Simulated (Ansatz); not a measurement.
MoS2:
```cif
data_Mo2S4
_chemical_formula_sum 'Mo2 S4'
_space_group_name_H-M_alt 'P63/mmc'
_space_group_IT_number 194
_space_group_name_Hall '-P 6c 2c'
_cell_length_a 3.12222
_cell_length_b 3.12222
_cell_length_c 12.07786
_cell_angle_alpha 90.000
_cell_angle_beta 90.000
_cell_angle_gamma 120.000
loop_
_atom_site_label
_atom_site_type_symbol
_atom_site_symmetry_multiplicity
_atom_site_Wyckoff_symbol
_atom_site_fract_x
_atom_site_fract_y
_atom_site_fract_z
_atom_site_occupancy
Mo1 Mo 2 c 0.33333 0.66667 0.25000 1
S1 S 4 f 0.66667 0.33333 0.12132 1
```

Relaxed at zero pressure with DFT-LDA in the program Ansatz with PAW potentials.

The volume is raised by 9 % and shape and atoms relax at that volume. What pressure results, and how do the axes share the change?

-1.6 GPa; a 0.5 %, b 0.5 %, c 8.0 %; the energy rises by 11 meV/atom.

Give the new structure.


Space group P6₃/mmc (No. 194); a = b = 3.137 Å, c = 13.043 Å, α = β = 90.00°, γ = 120.00°

```json
[
 {"atom": "Mo", "site": "2c", "symmetry": "-6m2", "x": "0.3333", "y": "0.6667", "z": "0.2500"},
 {"atom": "S", "site": "4f", "symmetry": "3m.", "x": "0.6667", "y": "0.3333", "z": "0.1310"}
]
```

The phase is kept; no other phase was compared at this pressure.

Space group P6_3/mmc. The cell was relaxed with LDA under the symmetry of its start; phonons on a q-mesh show no instability. No spin polarisation was allowed. A crystal of weakly bound layers computed without a dispersion correction: the cell and the soft elastic constants depend strongly on that.

Potentials: the later of the program's two PAW sets.
